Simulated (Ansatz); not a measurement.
CaTiO3:
```
CELL_PARAMETERS angstrom
      5.43714     0.00000     0.00000
      0.00000     7.59220     0.00000
      0.00000     0.00000     5.33596
ATOMIC_POSITIONS crystal
  Ca 0.54408 0.75000 0.50944
  Ca 0.45592 0.25000 0.49056
  Ca 0.95592 0.25000 0.00944
  Ca 0.04408 0.75000 0.99056
  Ti 0.50000 0.50000 0.00000
  Ti 0.00000 0.50000 0.50000
  Ti 0.00000 0.00000 0.50000
  Ti 0.50000 0.00000 0.00000
  O  0.48000 0.75000 0.07906
  O  0.52000 0.25000 0.92094
  O  0.02000 0.25000 0.57906
  O  0.98000 0.75000 0.42094
  O  0.79069 0.95843 0.79129
  O  0.20931 0.04157 0.20871
  O  0.70931 0.04157 0.29129
  O  0.29069 0.95843 0.70871
  O  0.29069 0.54157 0.70871
  O  0.70931 0.45843 0.29129
  O  0.20931 0.45843 0.20871
  O  0.79069 0.54157 0.79129
```

Relaxed with PBEsol. Independent-particle spectrum: no excitons, no local fields, no scissors shift; 0.1 eV broadening; ε₁ of the summed bands alone.

Tabulate the dielectric function from PBEsol in the plane-wave PAW code Ansatz.



```
E (eV)  ε₁ xx  ε₂ xx  ε₁ yy  ε₂ yy  ε₁ zz  ε₂ zz
------  -----  -----  -----  -----  -----  -----
0.0      6.20   0.00   6.16   0.00   6.15   0.00
0.4      6.23   0.00   6.19   0.00   6.19   0.00
0.8      6.35   0.00   6.30   0.00   6.30   0.00
1.2      6.56   0.00   6.50   0.00   6.50   0.00
1.6      6.91   0.00   6.84   0.00   6.84   0.00
2.0      7.51   0.00   7.41   0.00   7.42   0.00
2.4      8.91   0.06   8.70   0.07   8.73   0.07
2.8     10.77   3.50  10.71   2.89  10.66   3.15
3.2      8.79   4.47   8.84   4.08   8.55   4.41
3.6      8.15   5.84   8.43   5.57   8.24   5.41
4.0      7.46   7.24   8.31   6.89   7.98   7.37
4.4      4.31   9.87   4.38  11.23   3.84   9.79
4.8      0.27   7.39  -0.05   7.25   1.00   7.16
5.2      0.39   3.75   0.40   3.71   0.56   3.34
5.6      3.12   3.44   2.87   3.33   3.44   3.37
6.0      2.16   4.07   2.26   3.69   2.59   4.01
6.4      2.33   3.72   2.62   3.86   2.56   4.09
6.8      2.67   3.57   2.21   3.49   2.68   3.45
7.2      3.26   4.13   3.06   3.94   3.15   4.29
7.6      2.51   4.95   3.27   4.39   3.35   4.37
8.0      2.22   5.90   3.27   5.47   2.84   6.77
8.4      0.34   5.64   1.33   6.17   0.34   5.90
8.8     -0.05   4.63   0.06   5.43  -0.11   5.39
9.2     -0.46   4.49  -0.68   5.08  -0.61   4.59
9.6     -0.93   3.79  -1.29   4.03  -1.34   3.73
10.0    -0.73   3.01  -1.06   3.00  -0.90   3.07
10.4    -0.73   2.92  -0.76   2.67  -0.81   2.61
10.8    -0.79   2.52  -0.72   2.73  -0.42   2.46
11.2    -0.83   2.09  -1.03   2.33  -0.55   2.49
11.6    -0.93   1.90  -1.06   2.05  -1.02   2.33
12.0    -0.87   1.30  -1.12   1.34  -1.16   1.56
```

From ε at 2.7 eV (xx: 10.83 + 1.97i), find n, k, the normal reflectivity and the absorption coefficient.

n = 3.30, k = 0.297, R = 29 %, α = 2kE/ħc = 81000 cm⁻¹.

With all bands, ε∞ without local fields is 6.50 (xx), 6.46 (yy), 6.46 (zz).

Space group Pnma. The first step of the workflow began from a Materials Project structure, measured or hypothetical; the Crystallography Open Database files this formula in space group No. 62, but the cells were not matched. Its standing as an ambient phase is unchecked. Symmetry was held in the PBEsol relaxation; whether a distortion lowers the energy is not shown. No spin polarisation was allowed.

Potentials: the later of the program's two PAW sets.
